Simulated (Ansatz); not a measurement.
A short materials screen. Surface loss at microwave frequencies, Drude damping in the near infrared and electronic heat conduction all follow from the resistivity and the plasma energy of a metal.

fcc Al serves as the reference. Frequency 100 GHz, photon energy 1.0 eV, T = 300 K, Lorenz number 2.44×10⁻⁸ WΩ/K². All rows are cubic metals, run without spin polarisation.

Methods, by column (Ansatz, a plane-wave PAW program): resistivity, plasma energy, N(E_F): PBEsol, Boltzmann equation with harmonic phonons, 300 K, mean over directions.

Not checked to be the ambient phase: Pt3Zn (Cu3Au type); TiRe (CsCl type); LuZn (CsCl type); TiZn3 (Cu3Au type). Spin–orbit coupling is left out unless named.

```csv
crystal,ρ (μΩ·cm),ħω_p (eV),N(E_F) (states/eV/atom)
Pt3Zn (Cu3Au type),14,6.4,0.95
"fcc Al, reference",2.3,12.4,0.40
TiRe (CsCl type),5.5,7.9,0.60
LuZn (CsCl type),30,4.7,0.85
TiZn3 (Cu3Au type),22,4.6,0.86
```

Model: R_s = √(πfμ₀ρ) = 6.283 mΩ × √(f ρ); ħγ = ħε₀ω_p²ρ = 0.1345 meV × (ħω_p)² ρ; quality = ω/γ; κ_e = L₀T/ρ = 732/ρ.

Question: Compute surface resistance, damping ħγ, Drude quality and electronic κ for LuZn (CsCl type), showing the steps.

Answer: 
1. R_s = 6.283 × √(100 × 30) = 340 mΩ
2. ħγ = 0.1345 × 4.7² × 30 = 89.1 meV
3. Drude quality: 1000/89.1 = 11
4. κ_e = 732/30 = 24 W/(m·K)

Question: Rank all rows by Drude quality, highest first.

Answer: The same steps for every row:

```
crystal             surface resistance (mΩ)  damping ħγ (meV)  Drude quality  electronic κ (W/(m·K))
------------------  -----------------------  ----------------  -------------  ----------------------
Pt3Zn (Cu3Au type)                      240              77.1             13                      52
fcc Al, reference                        95              47.6             21                     320
TiRe (CsCl type)                        150              46.2             22                     130
LuZn (CsCl type)                        340              89.1             11                      24
TiZn3 (Cu3Au type)                      290              62.6             16                      33
```

Ranking by Drude quality, highest first: TiRe (CsCl type) (22 ± 4.1) ≈ fcc Al (21 ± 3.9), TiZn3 (Cu3Au type) (16 ± 3.0) ≈ Pt3Zn (Cu3Au type) (13 ± 2.4) ≈ LuZn (CsCl type) (11 ± 2.1). The ± follows from allowances picked for this note (resistivity 12 %, plasma energy 4 %, 12 % for the model), carried to first order and added in quadrature; ≈ joins neighbours closer than their two ± added in quadrature. At the edge of that rule, so that a last digit could turn the call: fcc Al and TiZn3 (Cu3Au type). 0 of the 4 others clearly beat the reference on this figure.

Only phonon scattering is included, so films lose more. Interband absorption, often the larger optical loss, is outside the Drude quality. Resistivities move by up to 12 % from half the mesh. The rows are a sample of cubic metals; oxides, V to Ni (no spin in these runs) and Tl, Pb, Bi were not drawn. Limits of the draw: cubic metals without O, V to Ni, Tl, Pb or Bi. As a rule kept out of such tables: 4f compounds, open-shell compounds run without a Hubbard term, cells found unstable in the tests at hand, cells close to a higher symmetry, and runs set to a pressure or over 12 % in volume from the crystal's fullest run.
